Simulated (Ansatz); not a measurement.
Ga4SbN3, ordered on the zincblende lattice (Amm2) with 8 atoms a cell (it has left that coordination): a band-structure calculation in the plane-wave code Ansatz (PBE). The cell was relaxed beforehand with r2SCAN.

input.yaml:
```yaml
crystal:
  lattice:
    - [3.2235361919, 0.0, 0.0]
    - [0.0, 3.8479596854, 5.1893098988]
    - [0.0, -3.8479596854, 5.1893098988]
  atoms:
    - { symbol: "N", position: [0.0, 0.0058406073, 0.0058406073] }
    - { symbol: "N", position: [0.5, 0.0264403628, 0.4510074949] }
    - { symbol: "N", position: [0.5, 0.4510074949, 0.0264403628] }
    - { symbol: Sb, position: [0.0, 0.5261316554, 0.5261316554] }
    - { symbol: Ga, position: [0.5, 0.8892882974, 0.8892882974] }
    - { symbol: Ga, position: [0.0, 0.9365436182, 0.3354834137] }
    - { symbol: Ga, position: [0.0, 0.3354834137, 0.9365436182] }
    - { symbol: Ga, position: [0.5, 0.3292645504, 0.3292645504] }
kpoints:
  mp_grid: { grid: [8, 4, 4] }
  band_path:
    path:
      - [[0.0, 0.0, 0.0], [-5.918425501336e-34, 0.5, 0.5], [1.210538169336e-19, 0.6125382649073, 0.3874617350927]]
      - [[4.167802123775e-19, 0.3874617350927, -0.3874617350927], [0.0, 0.0, 0.0], [0.5, 7.669278614308e-19, -7.669278614308e-19], [0.5, 0.3874617350927, -0.3874617350927]]
      - [[0.5, 0.6125382649073, 0.3874617350927], [0.5, 0.5, 0.5], [-5.918425501336e-34, 0.5, 0.5]]
      - [[0.0, 0.0, 0.0], [2.689170146555e-19, 0.5, -4.094713681014e-17], [0.5, 0.5, -4.094713681014e-17], [0.5, 7.669278614308e-19, -7.669278614308e-19], [0.5, 0.5, 0.5]]
    npoints: 10
hamiltonian:
  xc: pbe
scf:
  occupations: { method: fermi_dirac, width: 0.02 }
  n_extra_bands: 6
output:
  forces: true
  stress: true
  eigenvalues: true
  write_density: true
  write_potential: true
  elf: true
  volumetric_format: npy
```

Command: `ansatz run input.yaml --threads 4 --pin off --max-ram 6451MiB --backend cpu --events-out ev --progress --plain --runs-dir out`. It took 19 s on 4 threads of Arm Neoverse V1, on a shared host; peak host memory 0.74 GiB.

Abridged output:
```
scf.n_extra_bands = 6 over 41 filled bands (N_el = 82.0): the run solves 47 bands
Functional definition: PBE
Crystal: 8 atoms, lattice volume = 128.737 Å³
Basis set: ecut = 420 eV, 2495 PW (Γ)
Symmetry: 4 space group operations
Space group: Amm2 (ITA 38)
k-points: 35 of 128 (time reversal used)
preconditioner: auto → LDOS  [metal: Δε(μ)=0.050 eV  σ=0.020 eV  ℏωp=29.6 eV  β→1.0]
NSCF: frozen V_eff on 114 k-points
SCF converged after 10 iterations
Free energy (F): -22767.819110 eV
Internal energy: -22767.815408 eV  (E = F + TS)
E sigma→0 (E₀):  -22767.817259 eV
Entropy (-TS):   -0.003702 eV (-0.463 meV/atom)
Fermi energy:    9.682793 eV
--- Forces (eV/Å), atoms counted from 1 ---
  atom   1  N       0.00000      0.00000    -0.03404
  atom   2  N       0.00000    -0.31885      0.11585
  atom   3  N       0.00000      0.31885      0.11585
  atom   4  Sb      0.00000      0.00000      0.15379
  atom   5  Ga      0.00000      0.00000    -0.24467
  atom   6  Ga      0.00000      0.01437    -0.09685
  atom   7  Ga      0.00000    -0.01437    -0.09685
  atom   8  Ga      0.00000      0.00000      0.08690
--- Stress (GPa, compression-positive) ---
        4.016176       0.000000       0.000000
        0.000000       3.647158       0.000000
        0.000000       0.000000       3.825401
  P = ⅓ Tr σ = 3.8296 GPa (38.296 kbar)
```

Levels along the path, in eV from the valence top (v1 is the last filled band, c1 the first empty one):
```
point  distance (1/Å)     v3     v2     v1     c1    c2
    Γ            0.00  -2.16  -1.99  -1.83   0.53  0.87
    ·            0.30  -2.78  -2.32  -0.67   0.63  1.92
    Y            0.61  -2.87  -2.85  -0.07   1.53  2.01
    ·            0.70  -2.86  -2.84  -0.05   1.62  2.00
   C₀            0.79  -2.84  -2.79   0.00   1.75  1.91
   Σ₀            0.79  -2.84  -2.79   0.00   1.75  1.91
    ·            1.04  -2.76  -2.28  -0.40   1.27  2.01
    ·            1.36  -2.24  -2.02  -1.68   0.55  0.94
    Γ            1.42  -2.16  -1.99  -1.83   0.53  0.87
    ·            1.81  -2.14  -1.82  -1.31  -0.78  0.82
    ·            2.30  -3.79  -2.85  -2.15   0.33  2.03
    Z            2.40  -3.96  -2.80  -2.20   0.40  2.30
    ·            2.65  -3.83  -3.10  -2.51   0.53  1.77
    ·            2.97  -3.19  -3.01  -2.11  -0.14  0.81
   A₀            3.03  -3.03  -2.66  -2.02  -0.37  0.66
   E₀            3.03  -3.03  -2.66  -2.02  -0.37  0.66
    ·            3.08  -2.89  -2.37  -1.96  -0.56  0.56
    ·            3.18  -2.73  -2.03  -1.94  -0.77  0.47
    T            3.21  -2.71  -1.98  -1.96  -0.79  0.46
    ·            3.51  -2.97  -2.74  -2.20  -0.29  1.12
    ·            3.99  -3.09  -2.76  -0.17   0.64  1.68
    Y            4.19  -2.87  -2.85  -0.07   1.53  2.01
    Γ            4.19  -2.16  -1.99  -1.83   0.53  0.87
    ·            4.29  -2.41  -1.95  -1.57   0.57  0.99
    ·            4.54  -2.75  -1.85  -0.68   1.04  1.57
    S            4.70  -2.76  -1.84  -0.47   1.03  1.99
    ·            4.89  -2.85  -1.86  -0.29   0.84  1.37
    ·            5.38  -3.27  -2.88  -2.51   0.28  1.80
    R            5.67  -3.87  -3.05  -2.22   0.38  1.04
    ·            5.77  -3.78  -3.06  -2.28   0.39  1.15
    ·            6.03  -3.79  -2.88  -2.31   0.42  2.01
    Z            6.18  -3.96  -2.80  -2.20   0.40  2.30
    ·            6.30  -3.73  -2.80  -2.18   0.33  2.08
    ·            6.60  -2.73  -2.39  -2.03  -0.43  0.89
    T            6.78  -2.71  -1.98  -1.96  -0.79  0.46
```

Planar averages along the third cell vector, from rho_z.tsv and v_z.tsv (valence density with its augmentation; electrostatic potential energy of an electron, of which only differences have a meaning):
```csv
z (Å),ρ (e/Å³),v_es (eV)
0.00,0.798,-0.23
0.29,0.561,2.53
0.57,0.356,7.31
0.86,0.206,10.21
1.15,0.153,9.72
1.44,0.193,7.04
1.58,0.282,5.64
1.87,0.943,3.65
2.15,1.789,2.42
2.44,1.089,0.61
2.73,0.654,-0.79
3.01,0.747,0.48
3.30,0.912,3.24
3.59,0.720,5.77
3.88,0.350,7.38
4.16,0.169,8.94
4.45,0.115,10.27
4.74,0.107,10.25
4.88,0.118,9.60
5.17,0.203,7.47
5.46,0.589,5.28
5.74,1.342,3.82
6.03,1.521,1.87
6.32,1.020,-0.18
```

PBE gives no gap: the lowest nominally empty band dips 0.79 eV below the top of the last filled one (its bottom at T, the top at Σ₀–Γ (0.10 of the way from Σ₀)), so the cell is a metal or semimetal at this level. With the atoms held, the mean pressure is +3.83 GPa (compression positive). The largest force is 0.34 eV/Å.

No spin polarisation and no zero-point or thermal motion; the cell was built from a prototype and may be hypothetical.

Spin-orbit coupling is left out, which matters wherever the heavy atoms make up the band edges.

Where bands overlap, v1 and c1 are numbered by the electron count and aren't everywhere filled or empty.
